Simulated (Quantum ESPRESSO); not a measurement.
## Nb2RuSn4Hf (one run as intended and one with a planted mistake)

A calculation, not a measurement. The program is pw.x of Quantum ESPRESSO 7.5 (plane-wave density functional theory). The cell is made up: eight metal atoms on a hexagonal close-packed lattice, with elements, volume, strain and displacements drawn at random and not relaxed, so it may be unstable or far from any real phase. PseudoDojo standard norm-conserving files set the functional (PBE unless stated); there is no spin polarisation or spin-orbit coupling, the Fermi-Dirac width of 0.25 eV means electrons at about 2900 K, and the masses in the input are unused placeholders. The tin pseudopotential is less sure than most, with forces differing by about three percent from a second method on plain tin. Heavy elements are run without spin-orbit coupling, which real alloys of them have. A spin test at this wide smearing found no moment, but such smearing suppresses magnetism that the real alloy may have.

Intended input:

```
&control calculation='scf', pseudo_dir='./dojo.nc.sr.pbe.v0_5.standard.upf', outdir='./o', disk_io='minimal', tprnfor=.true., tstress=.true. /
&system ibrav=0, nat=8, ntyp=4, nbnd=68, ecutwfc=84.00895049, nosym=.true., tot_charge=0,
 occupations='smearing', smearing='fd', degauss=0.0183746611
/
&electrons conv_thr=1.470e-08, electron_maxstep=70, mixing_beta=0.5 /
ATOMIC_SPECIES
Hf 1.0 Hf.upf
Nb 1.0 Nb.upf
Ru 1.0 Ru.upf
Sn 1.0 Sn.upf
CELL_PARAMETERS angstrom
4.6395 -2.7069 -0.0305
-3.0378 0.0375 -5.0743
2.9967 5.2468 -0.0144
ATOMIC_POSITIONS angstrom
Nb -0.0846 0.052 -0.1647
Ru 1.4169 2.7057 -0.0471
Nb -0.0284 1.6618 -2.5767
Sn 1.3371 4.4834 -2.5772
Sn 2.9852 0.0363 0.0339
Sn 4.6196 2.7053 0.0402
Sn 1.4002 -0.886 -2.6595
Hf 3.2274 1.7452 -2.6558
K_POINTS automatic
5 5 4 1 1 1
```

The log is shortened where brackets say so; the opening notice, blank lines, dates and the lines on written files are dropped, and the path of the files is cut. It prints rydbergs, bohrs and kilobars, and counts compression as positive stress. Its total energy is the free energy E - TS of the whole cell.

Log of the intended run:

```
     Program PWSCF v.7.5
     Parallel version (MPI & OpenMP), running on       4 processor cores
     Number of MPI processes:                 4
     Threads/MPI process:                     1
     [start-up lines left out]
     bravais-lattice index     =            0
     lattice parameter (alat)  =      10.1507  a.u.
     unit-cell volume          =    1115.4207 (a.u.)^3
     number of atoms/cell      =            8
     number of atomic types    =            4
     number of electrons       =       110.00
     number of Kohn-Sham states=           68
     kinetic-energy cutoff     =      84.0090  Ry
     charge density cutoff     =     336.0358  Ry
     scf convergence threshold =      1.5E-08
     mixing beta               =       0.5000
     number of iterations used =            8  plain     mixing
     Exchange-correlation= PBE
                           (   1   4   3   4   0   0   0)
     [axes and pseudopotential details left out]
   Cartesian axes
     site n.     atom                  positions (alat units)
         1        Nb     tau(   1) = (  -0.0157497   0.0096807  -0.0306617  )
         2        Ru     tau(   2) = (   0.2637802   0.5037124  -0.0087685  )
         3        Nb     tau(   3) = (  -0.0052871   0.3093725  -0.4796969  )
         4        Sn     tau(   4) = (   0.2489241   0.8346617  -0.4797899  )
         5        Sn     tau(   5) = (   0.5557461   0.0067579   0.0063111  )
         6        Sn     tau(   6) = (   0.8600177   0.5036380   0.0074839  )
         7        Sn     tau(   7) = (   0.2606712  -0.1649441  -0.4951115  )
         8        Hf     tau(   8) = (   0.6008358   0.3248989  -0.4944227  )
     number of k points=    50  Fermi-Dirac smearing, width (Ry)=  0.0184
                       cart. coord. in units 2pi/alat
        k(    1) = (   0.1416753   0.0465313  -0.1903293), wk =   0.0400000
        k(    2) = (   0.2532792   0.2385520  -0.2557234), wk =   0.0400000
     [further k points left out]
     Dense  grid:   116075 G-vectors     FFT dimensions: (  60,  72,  72)
     Estimated max dynamical RAM per process >     401.24 MB
     Estimated total dynamical RAM >       1.48 GB
     Initial potential from superposition of free atoms
     starting charge     109.9866, renormalised to     110.0000
     Starting wfcs are   76 randomized atomic wfcs
     total cpu time spent up to now is        6.4 secs
     per-process dynamical memory:   316.2 Mb
     Self-consistent Calculation
     iteration #  1     ecut=    84.01 Ry     beta= 0.50
     Davidson diagonalization with overlap
     ethr =  1.00E-02,  avg # of iterations =  2.2
     Threshold (ethr) on eigenvalues was too large:
     Diagonalizing with lowered threshold
     Davidson diagonalization with overlap
     ethr =  5.37E-04,  avg # of iterations =  2.8
     total cpu time spent up to now is       31.4 secs
     total energy              =   -1194.27547841 Ry
     estimated scf accuracy    <       0.64065529 Ry
     iteration #  2     ecut=    84.01 Ry     beta= 0.50
     Davidson diagonalization with overlap
     ethr =  5.82E-04,  avg # of iterations =  4.0
     total cpu time spent up to now is       46.6 secs
     total energy              =   -1194.15618769 Ry
     estimated scf accuracy    <       2.67623644 Ry
     [iterations 3 to 11 left out]
     iteration # 12     ecut=    84.01 Ry     beta= 0.50
     Davidson diagonalization with overlap
     ethr =  3.73E-10,  avg # of iterations =  2.1
     total cpu time spent up to now is      197.4 secs
     total energy              =   -1194.51769061 Ry
     estimated scf accuracy    <       0.00000010 Ry
     iteration # 13     ecut=    84.01 Ry     beta= 0.50
     Davidson diagonalization with overlap
     ethr =  8.78E-11,  avg # of iterations =  2.0
     total cpu time spent up to now is      210.4 secs
     End of self-consistent calculation
     [lines on levels left out]
!    total energy              =   -1194.51769062 Ry
     estimated scf accuracy    <          5.0E-09 Ry
     smearing contrib. (-TS)   =      -0.11307574 Ry
     internal energy E=F+TS    =   -1194.40461487 Ry
     The total energy is F=E-TS. E is the sum of the following terms:
     one-electron contribution =    -265.38728064 Ry
     hartree contribution      =     205.00124928 Ry
     xc contribution           =    -291.51168803 Ry
     ewald contribution        =    -842.50689548 Ry
     convergence has been achieved in  13 iterations
     Forces acting on atoms (cartesian axes, Ry/au):
     atom    1 type  2   force =     0.01840220    0.00593335    0.00151797
     atom    2 type  3   force =     0.01873648   -0.01188580   -0.00622850
     atom    3 type  2   force =    -0.00793708    0.04310840    0.01409850
     atom    4 type  4   force =     0.02447040   -0.04562030    0.04906755
     atom    5 type  4   force =     0.02347566    0.04119770   -0.05963147
     atom    6 type  4   force =    -0.03868098   -0.04521070    0.00912920
     atom    7 type  4   force =     0.05756796    0.04867016   -0.02880175
     atom    8 type  1   force =    -0.09603464   -0.03619279    0.02084849
     Total force =     0.187143     Total SCF correction =     0.000187
     Computing stress (Cartesian axis) and pressure
          total   stress  (Ry/bohr**3)                   (kbar)     P=        5.35
   0.00016042   0.00004098   0.00005318           23.60        6.03        7.82
   0.00004098  -0.00004188  -0.00006043            6.03       -6.16       -8.89
   0.00005318  -0.00006043  -0.00000944            7.82       -8.89       -1.39
     init_run     :      6.05s CPU      6.26s WALL (       1 calls)
     electrons    :    199.38s CPU    204.04s WALL (       1 calls)
     forces       :      2.11s CPU      2.14s WALL (       1 calls)
     stress       :      7.52s CPU      7.52s WALL (       1 calls)
     [timing details left out]
     PWSCF        :   3m35.15s CPU   3m40.13s WALL
     JOB DONE.
```

A second run has one planted mistake: one atom is of a wrong element. The input lines that differ:

```
- &system ibrav=0, nat=8, ntyp=4, nbnd=68, ecutwfc=84.00895049, nosym=.true., tot_charge=0,
+ &system ibrav=0, nat=8, ntyp=5, nbnd=63, ecutwfc=84.00895049, nosym=.true., tot_charge=0,
+ Al 1.0 Al.upf
- Nb -0.0284 1.6618 -2.5767
+ Al -0.0284 1.6618 -2.5767
```

Its log:

```
     Program PWSCF v.7.5
     Parallel version (MPI & OpenMP), running on       4 processor cores
     Number of MPI processes:                 4
     Threads/MPI process:                     1
     [start-up lines left out]
     bravais-lattice index     =            0
     lattice parameter (alat)  =      10.1507  a.u.
     unit-cell volume          =    1115.4207 (a.u.)^3
     number of atoms/cell      =            8
     number of atomic types    =            5
     number of electrons       =       100.00
     number of Kohn-Sham states=           63
     kinetic-energy cutoff     =      84.0090  Ry
     charge density cutoff     =     336.0358  Ry
     scf convergence threshold =      1.5E-08
     mixing beta               =       0.5000
     number of iterations used =            8  plain     mixing
     Exchange-correlation= PBE
                           (   1   4   3   4   0   0   0)
     [axes and pseudopotential details left out]
   Cartesian axes
     site n.     atom                  positions (alat units)
         1        Nb     tau(   1) = (  -0.0157497   0.0096807  -0.0306617  )
         2        Ru     tau(   2) = (   0.2637802   0.5037124  -0.0087685  )
         3        Al     tau(   3) = (  -0.0052871   0.3093725  -0.4796969  )
         4        Sn     tau(   4) = (   0.2489241   0.8346617  -0.4797899  )
         5        Sn     tau(   5) = (   0.5557461   0.0067579   0.0063111  )
         6        Sn     tau(   6) = (   0.8600177   0.5036380   0.0074839  )
         7        Sn     tau(   7) = (   0.2606712  -0.1649441  -0.4951115  )
         8        Hf     tau(   8) = (   0.6008358   0.3248989  -0.4944227  )
     number of k points=    50  Fermi-Dirac smearing, width (Ry)=  0.0184
                       cart. coord. in units 2pi/alat
        k(    1) = (   0.1416753   0.0465313  -0.1903293), wk =   0.0400000
        k(    2) = (   0.2532792   0.2385520  -0.2557234), wk =   0.0400000
     [further k points left out]
     Dense  grid:   116075 G-vectors     FFT dimensions: (  60,  72,  72)
     Estimated max dynamical RAM per process >     388.27 MB
     Estimated total dynamical RAM >       1.43 GB
     Initial potential from superposition of free atoms
     starting charge      99.9864, renormalised to     100.0000
     Starting wfcs are   70 randomized atomic wfcs
     total cpu time spent up to now is        6.2 secs
     per-process dynamical memory:   292.6 Mb
     Self-consistent Calculation
     iteration #  1     ecut=    84.01 Ry     beta= 0.50
     Davidson diagonalization with overlap
     ethr =  1.00E-02,  avg # of iterations =  3.1
     Threshold (ethr) on eigenvalues was too large:
     Diagonalizing with lowered threshold
     Davidson diagonalization with overlap
     ethr =  4.63E-04,  avg # of iterations =  2.9
     total cpu time spent up to now is       30.3 secs
     total energy              =   -1074.36805265 Ry
     estimated scf accuracy    <       0.49929323 Ry
     iteration #  2     ecut=    84.01 Ry     beta= 0.50
     Davidson diagonalization with overlap
     ethr =  4.99E-04,  avg # of iterations =  4.6
     total cpu time spent up to now is       44.5 secs
     total energy              =   -1074.10279077 Ry
     estimated scf accuracy    <       4.20689993 Ry
     [iterations 3 to 10 left out]
     iteration # 11     ecut=    84.01 Ry     beta= 0.50
     Davidson diagonalization with overlap
     ethr =  3.82E-10,  avg # of iterations =  2.0
     total cpu time spent up to now is      153.4 secs
     total energy              =   -1074.57052805 Ry
     estimated scf accuracy    <       0.00000004 Ry
     iteration # 12     ecut=    84.01 Ry     beta= 0.50
     Davidson diagonalization with overlap
     ethr =  4.12E-11,  avg # of iterations =  2.1
     total cpu time spent up to now is      165.0 secs
     End of self-consistent calculation
     [lines on levels left out]
!    total energy              =   -1074.57052805 Ry
     estimated scf accuracy    <       0.00000001 Ry
     smearing contrib. (-TS)   =      -0.10054859 Ry
     internal energy E=F+TS    =   -1074.46997946 Ry
     The total energy is F=E-TS. E is the sum of the following terms:
     one-electron contribution =    -300.91785823 Ry
     hartree contribution      =     214.45774852 Ry
     xc contribution           =    -267.54376806 Ry
     ewald contribution        =    -720.46610170 Ry
     convergence has been achieved in  12 iterations
     Forces acting on atoms (cartesian axes, Ry/au):
     atom    1 type  3   force =     0.02122183   -0.00006482   -0.00306187
     atom    2 type  4   force =     0.00663646   -0.01002056    0.00634837
     atom    3 type  1   force =     0.00296293    0.04060985    0.01786983
     atom    4 type  5   force =     0.03194337   -0.04441866    0.04492369
     atom    5 type  5   force =     0.01716554    0.04683365   -0.05008100
     atom    6 type  5   force =    -0.03373489   -0.04507442    0.00447594
     atom    7 type  5   force =     0.04424748    0.04435388   -0.02762825
     atom    8 type  2   force =    -0.09044273   -0.03221891    0.00715330
     Total force =     0.172559     Total SCF correction =     0.000367
     Computing stress (Cartesian axis) and pressure
          total   stress  (Ry/bohr**3)                   (kbar)     P=       12.75
   0.00016879   0.00008746  -0.00002510           24.83       12.87       -3.69
   0.00008746   0.00009676  -0.00001222           12.87       14.23       -1.80
  -0.00002510  -0.00001222  -0.00000557           -3.69       -1.80       -0.82
     init_run     :      5.81s CPU      6.06s WALL (       1 calls)
     electrons    :    157.55s CPU    158.76s WALL (       1 calls)
     forces       :      1.93s CPU      1.94s WALL (       1 calls)
     stress       :      6.53s CPU      6.75s WALL (       1 calls)
     [timing details left out]
     PWSCF        :   2m52.03s CPU   2m53.76s WALL
     JOB DONE.
```

|  | intended run | run with the mistake |
| --- | --- | --- |
| free energy (eV) | -16252.241 | -14620.277 |
| entropy term -TS, part of it (eV) | -1.538 | -1.368 |
| pressure (GPa) | 0.54 | 1.27 |
| size of the largest force component (eV/Å) | 2.469 | 2.325 |
| largest change of a force component (eV/Å) |  | 0.352 |
| iterations | 13 | 12 |

For scale, a rerun of the intended cell at a higher cutoff and on a denser mesh moved values by no more than 0.002 eV in energy, 0.03 GPa in stress and 0.007 eV/Å in force, and a second program with other atomic files agreed on that cell to 2 % rms in force and 0.5 GPa in pressure. Files of another functional or element have another zero of energy, so the energy change says nothing on stability. The number of bands, nbnd, was set by rule from the electron count, so it follows the mistake.